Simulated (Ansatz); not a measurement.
The end of the path is a generated cell of ZrS3: the first start was made by placing the elements on the sites of a structure type, and the end was not matched to a known phase here, so it may be hypothetical.

A geometry of ZrS$_{3}$ away from equilibrium: step 2 of the relaxation of a generated cell, ZrS3 built in the AFLOW prototype A3B_oP8_59_bf_a (D0_a, as in TiCu3). Method: r2SCAN (plane waves to 500 eV, PAW, scalar-relativistic; Ansatz, an electronic-structure program). Γ-centred k-mesh 5×4×5 on the run's cell (coarser than for final values), Fermi–Dirac smearing 0.05 eV. The plane waves were selected for a different cell earlier on the path.

```xyz
8
Lattice="4.9307 0.0000 0.0000 0.0000 5.8708 0.0000 0.0000 0.0000 5.1891" Properties=species:S:1:pos:R:3 pbc="T T T"
Zr     0.0000     0.0000     1.7015
Zr     2.4654     2.9354     3.4876
S      2.4654     0.0000     3.3767
S      0.0000     2.9354     1.8124
S      0.0000     1.5250     4.2456
S      2.4654     4.4604     0.9435
S      2.4654     1.4104     0.9435
S      0.0000     4.3458     4.2456
```

**Question.** What forces act on the atoms (eV/Å)?

**Answer.** 
```
atom    Fx     Fy     Fz
----  ----  -----  -----
Zr1   0.00   0.00   0.11
Zr2   0.00   0.00  -0.11
S3    0.00   0.00  -1.01
S4    0.00   0.00   1.01
S5    0.00   0.23  -0.31
S6    0.00   0.23   0.31
S7    0.00  -0.23   0.31
S8    0.00  -0.23  -0.31
```

The path ends in Pmmn (No. 59). The relaxed cell holds bonded S–S pairs (2.07 Å). No spin polarisation in the result. Without a van der Waals term the distances between weakly bound units are poorly fixed.

The run could not lower the symmetry of its start; a shaken copy of this end point relaxes with r2SCAN to P2₁/m (No. 11), 3 meV/atom lower.
